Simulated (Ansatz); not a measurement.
Method: r2SCAN, no spin polarisation; PAW, plane waves to 500 eV, 7×3×9 Γ-centred mesh, fermi-dirac occupations (width 0.1 eV) (Ansatz 0.2.0), atoms fixed.

Computed maps in the lattice plane spanned by b (left to right, 9.32 Å, 26 points from zero) and c (bottom to top, 3.18 Å, 10 points from zero), 90° apart, at height 0.250 along a. The fields are smooth PAW ones with compensation charges, not the true ones near nuclei.

Valence density. Digits on a logarithmic scale: 0 up to 0.03 e/Å³, each further digit a factor of 1.6, 9 from 1.3 e/Å³ up:
```
79999644699997676544445676
69999644699996444467764444
58998655689985333589985333
45776799767754334699996433
44456999965444555799997555
53347999974335899789987998
74446999964447999977779999
85556899865558999965569999
77887677678877999954459999
79999655699997999743347999
```

ELF. Ten even steps from '0' (0.05) to '9' (0.91):
```
58448611684485011001100110
69668500586696000047740000
48898100189884000388883000
04772044027740000585585000
00110488401100010484484010
00002777720000121188881121
10001777710001253127721352
10330277203301498102201894
04885011058840385200002583
18888400488881122100001221
```

**Question.** The cell is VCu2O3. Which atoms lie within 0.2 Å of this plane, and where (fractions of b and c)?

**Answer.** V at (0.25, 0.37), Cu at (0.91, 0.18), Cu at (0.59, 0.18), O at (0.75, 0.55), O at (0.09, 0.87), O at (0.41, 0.87). The whole cell:
```
V Cu O
1.0
     3.98848    0.00000    0.00000
     0.00000    9.32307    0.00000
     0.00000    0.00000    3.18081
V Cu O
2 4 6
Direct
  0.25000 0.25000 0.36900
  0.75000 0.75000 0.63100
  0.75000 0.08600 0.82000
  0.75000 0.41400 0.82000
  0.25000 0.91400 0.18000
  0.25000 0.58600 0.18000
  0.75000 0.25000 0.45300
  0.25000 0.75000 0.54700
  0.25000 0.09400 0.86900
  0.25000 0.40600 0.86900
  0.75000 0.90600 0.13100
  0.75000 0.59400 0.13100
```

Origin: a known structure type with other elements, at an estimated volume, so it need not be a known compound. Caveats: no spin polarisation, so a magnetic state may lie lower; atoms or cell far from equilibrium.
